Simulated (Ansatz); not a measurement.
ReC:
```
CELL_PARAMETERS angstrom
      2.87871     0.00000     0.00000
     -1.43935     2.49303     0.00000
      0.00000     0.00000     2.81432
ATOMIC_POSITIONS crystal
  Re 0.00000 0.00000 0.00000
  C  0.66667 0.33333 0.50000
```

Relaxed with PBE. Special points in fractions of this cell's reciprocal vectors: Γ (0.000, 0.000, 0.000); M (0.500, 0.000, 0.000); K (0.333, 0.333, 0.000); A (0.000, 0.000, 0.500); L (0.500, 0.000, 0.500); H (0.333, 0.333, 0.500).

### Question
List the band energies nearest the Fermi level at these points for DFT-PBE with spin–orbit coupling in the program Ansatz with PAW potentials.

### Answer
In eV from the Fermi level; about four levels below and three above (degenerate sets whole), none deeper than 8.9 eV; points with the same levels are listed once.

| k | below | above |
|---|---|---|
| Γ | -5.03 -5.03 -1.56 -1.56 | 0.45 0.45 0.89 0.89 |
| M | -2.16 -2.16 -0.14 -0.14 | 1.93 1.93 2.70 2.70 |
| K | -1.55 -1.26 -0.75 -0.06 | 0.03 0.77 1.43 |
| A | -3.00 -3.00 -2.38 -2.38 | 1.31 1.31 2.70 2.70 |
| L | -6.01 -6.01 -1.61 -1.61 | 1.83 1.83 2.53 2.53 |
| H | -3.69 -3.44 -2.79 -2.45 | 1.73 1.82 4.01 |

Space group P-6m2. The cell is a constructed one: a structure type filled with these elements; the Crystallography Open Database copy checked does not list it. Whether it is the stable phase at ambient conditions was not checked. The PBE relaxation kept the symmetry of its start; whether a distortion lowers the energy is not shown. The run is not spin-polarised. The volume moved by 18 % from the start of the relaxation. Its formation energy is positive at this level, so the cell may be metastable or incomplete.

Potentials: the earlier of the program's two PAW sets.
